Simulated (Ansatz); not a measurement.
**NiSi2: pressure against volume**

NiSi2, Fm-3m, a = 5.391 Å. Ansatz: PBEsol, PAW, 420 eV, Γ-centred 14×14×14 mesh on 3 atoms, Gaussian smearing 0.10 eV; no spin polarisation. Symmetry fixes shape and atoms, so the cell is only scaled; pressure is positive in compression.

```
V (Å³/atom) P (GPa)
     12.275    11.20
     12.667     5.18
     13.059     0.01
     13.451    -4.39
     13.843        ?
```

Problem. Take V0 = 13.059 Å³/atom, count pressures from its P0 = 0.01 GPa, fit the third-order Birch–Murnaghan form to the other rows, and predict the missing pressure.

Solution. With the Eulerian strain f = ½[(V0/V)^(2/3) − 1] and y = (P − P0)/[3f(1 + 2f)^(5/2)], the form is the line y = B0 + 1.5 B0 (B0′ − 4) f. Rows (f, y): 0.02107, 159.7; 0.01026, 159.6; -0.00976, 157.9. Means f = 0.007190, y = 159.07; Σ(Δf)² = 0.0004894, ΣΔfΔy = 0.03020; the slope is their ratio. y = 158.6 + 61.72 f GPa, so B0 = 158.6 GPa and B0′ = 4 + 2 × (61.72)/(3 × 158.6) = 4.26. At V = 13.843, f = -0.01906, y = 157.42 and P = -8.16 GPa. The run gave -8.16 GPa, the same to the digits shown. The form still works here, 33 % of the fitted range beyond its end.